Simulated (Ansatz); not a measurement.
Task: Name crystals whose computed values (DFT-PBEsol in the program Ansatz with PAW potentials) fall in these windows: highest Γ mode, no LO–TO term (cm⁻¹) 420 to 520; ε∞ 11 to 15.

Result: 

```csv
crystal,"highest Γ mode, no LO–TO term (cm⁻¹)",ε∞
"AlP, P6_422 (Al on 3c, P on 3d)",468,13.1
"AlP, P6_222 (Al on 3d, P on 3c)",468,13.1
```
Others may fit too.

Typed or built starts, not in the databases checked: AlP, P6_422 (Al on 3c, P on 3d); AlP, P6_222 (Al on 3d, P on 3c). Not the usual ambient phase: AlP, P6_422 (Al on 3c, P on 3d); AlP, P6_222 (Al on 3d, P on 3c). All cells were relaxed under the symmetry of their starts (and spin orders); stability against distortions was not tested throughout.

Potentials: the earlier of the program's two PAW sets. The files were generated under PBE; for other functionals the program regenerates the frozen cores, and for LDA and PBEsol the local potential too.
